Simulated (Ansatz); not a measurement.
input.yaml (Ansatz)

```yaml
crystal:
  lattice:
    - [-2.9622477639, 2.9650827155, 1.5832217318]
    - [2.9650827155, -2.9622477639, 1.5832217318]
    - [2.997621978, 2.997621978, -1.5780295127]
  atoms:
    - { symbol: Sb, position: [0.9999551411, 4.48589e-05, 0.0] }
    - { symbol: Sb, position: [0.7500448589, 0.2499551411, 0.5] }
hamiltonian:
  xc: pbesol
  pseudopotentials:
    kind: paw
    azcp:
      Sb: "pseudopotentials/Sb.paw.azcp"
basis:
  ecutwfc: 420
  fft_grid_basis: typed
kpoints:
  mp_grid: { grid: [13, 13, 9], shift: [0, 0, 0] }
magnetization:
  spin_polarized: false
scf:
  occupations: { method: fermi_dirac, width: 0.1 }
  lower_state_search: "off"
output:
  stress: true
  write_density: true
  write_potential: true
  elf: true
  volumetric_format: npy
```

and its output:

```
Warning: the record states the generating functional pbe (its physics header spells it `PBE`), which answers neither for hamiltonian.xc's functional nor for the pbesol family's — results may be inconsistent (PPs are generated against a specific XC)
Engine: ansatz 0.2.0, aarch64-unknown-linux-gnu
Pseudopotentials: kind: paw
Pseudopotential: Sb, paw, valence charge 15, recommended cutoff 420 eV (normal) 
Functional definition: PBEsol
  exchange = pbesol_x
  correlation = pbesol_c
Crystal: 2 atoms, lattice volume = 56.288 Å³
Basis set: ecut = 420 eV, 1117 PW (Γ)
Bands: 19, of which v1, the nominal top of the filled ones, is band 15 counted from 1 (14 counted from 0)
Symmetry: 4 space group operations
Space group: C2/c (ITA 15), of the structure as read, at distance tolerance 3.8e-5 Å
k-points: 413 of 1521
Non-local potential: Sb, projectors of the file, l = 0: 2, l = 1: 2, l = 2: 2, l = 3: 2
PAW form: soft (Blöchl's): semilocal exchange-correlation on the pseudo side does not see the compensation charge
PAW frozen core: Sb, regenerated for the run's functional, and the local potential with it (the file was generated under x = pbe(κ = 0.804, μ = 0.2195149727645171), c = pbe(β = 0.06672455060314922))
PAW one-centre angular grid: Sb, 590 points (default); XC on 64 Gauss nodes
Initial density: superposition of atomic densities (neutral atoms: chi_scale 0, normalization atom), corrected by the library's trained network
Initial wavefunctions: pseudopotential atomic-orbital guess
Functional: x = pbesol(κ = 0.804, μ = 0.12345679012345678), c = pbesol(β = 0.046)
SCF iter   1: F=—  HF=-12815.992662 eV  |F-HF|=—  |Δ(HF+E_count)|=         —  Δρ=2.66e-3  dr2=2.12e-3  ethr=1.77e-3  ⟨swp⟩=5.8  Hψ=38916  notcnv=0
SCF iter   2: F=—  HF=-12815.990390 eV  |F-HF|=—  |Δ(HF+E_count)|=   2.27e-3  Δρ=1.81e-3  dr2=1.03e-3  ethr=7.06e-6  ⟨swp⟩=2.7  Hψ=17571  notcnv=0
SCF iter   3: F=—  HF=-12815.990262 eV  |F-HF|=—  |Δ(HF+E_count)|=   1.28e-4  Δρ=1.10e-3  dr2=3.23e-4  ethr=3.45e-6  ⟨swp⟩=2.0  Hψ=14076  notcnv=0
SCF iter   4: F=—  HF=-12815.990059 eV  |F-HF|=—  |Δ(HF+E_count)|=   2.03e-4  Δρ=4.70e-4  dr2=5.98e-5  ethr=1.08e-6  ⟨swp⟩=2.0  Hψ=12853  notcnv=0
SCF iter   5: F=—  HF=-12815.990030 eV  |F-HF|=—  |Δ(HF+E_count)|=   2.92e-5  Δρ=1.76e-4  dr2=9.04e-6  ethr=1.99e-7  ⟨swp⟩=2.1  Hψ=12134  notcnv=0
SCF iter   6: F=—  HF=-12815.990024 eV  |F-HF|=—  |Δ(HF+E_count)|=   5.52e-6  Δρ=3.42e-5  dr2=3.11e-7  ethr=3.01e-8  ⟨swp⟩=2.0  Hψ=13978  notcnv=0
SCF iter   7: F=-12815.990024 eV  HF=-12815.990024 eV  |F-HF|=1.46e-8  |Δ(HF+E_count)|=   1.72e-7  Δρ=6.68e-6  dr2=1.37e-8  ethr=3.33e-10  ⟨swp⟩=9.8  Hψ=57672  notcnv=0
SCF 1 converged in 7 iterations: F = -12815.990024 eV  dr2 = 1.37e-8
SCF converged after 7 iterations
Free energy (F): -12815.990024 eV
Harris-Foulkes:  -12815.990024 eV  (|F-HF|=1.46e-8)
Internal energy: -12815.953146 eV  (E = F + TS)
E sigma→0 (E₀):  -12815.971585 eV
Entropy (-TS):   -0.036878 eV (-18.439 meV/atom)
Fermi energy:    10.811517 eV
--- Per-component energies (eV) ---
  E_band       = -311.258280
  E_kinetic    = 414.861156
  E_local      = -3008.762421  (includes V_loc(G=0)·N_el)
  E_nonlocal   = 727.395005
  E_hartree    = 1367.541447
  E_xc         = -275.393102
  E_vxc        = -193.740831  (∫ρ·V_xc dr)
  E_paw        = -8998.182039  (= ΣΔE_a)
  E_vpaw       = -986.102288  (= ΣTr[D̂ρ^β])
  E_aug_tail   = -0.000004  (compensation charges beyond the density's cutoff)
  E_ewald      = -3044.076903
  E_core_change = 0.663714  (= ΣΔE_core)
  E_smearing   = -0.036878  (= −TS)
  E_closure    = 0.000000  (closes the sum)
  Σ components = -12815.990024   (vs F -12815.990024, Δ=0.00e0)
--- Stress (GPa, compression-positive) ---
        0.348471      -0.014876       0.012900
       -0.014876       0.348471       0.012900
        0.012900       0.012900      -0.338737
  P = ⅓ Tr σ = 0.1194 GPa (1.194 kbar)
--- Band table (eV; the first three rows and the last of 413) ---
  k-point 0: bands = ["-18.4095", "-18.3816", "-18.3484", "-18.3422", "-18.2746", "-18.2732", "-18.2694", "-18.2681", "-18.2386", "-18.1788", "-1.9811", "3.8212", "7.1903", "7.3398", "12.8649", "14.4623", "14.5180", "15.3340", "15.4522"]
  k-point 1: bands = ["-18.4045", "-18.3819", "-18.3512", "-18.3390", "-18.2769", "-18.2710", "-18.2678", "-18.2673", "-18.2411", "-18.1835", "-1.8825", "3.3793", "7.4542", "7.5168", "13.2736", "13.7181", "14.0060", "15.3813", "15.4704"]
  k-point 2: bands = ["-18.3900", "-18.3821", "-18.3581", "-18.3296", "-18.2842", "-18.2661", "-18.2660", "-18.2630", "-18.2478", "-18.1961", "-1.5878", "2.4315", "7.7953", "8.1818", "12.4727", "12.9352", "14.4333", "15.2194", "15.3782"]
  k-point 412: bands = ["-18.3859", "-18.3852", "-18.2888", "-18.2866", "-18.2839", "-18.2785", "-18.2729", "-18.2677", "-18.2644", "-18.2642", "0.6913", "0.8536", "4.9669", "5.1363", "14.2339", "14.2451", "16.4255", "16.7220", "21.2628"]
```
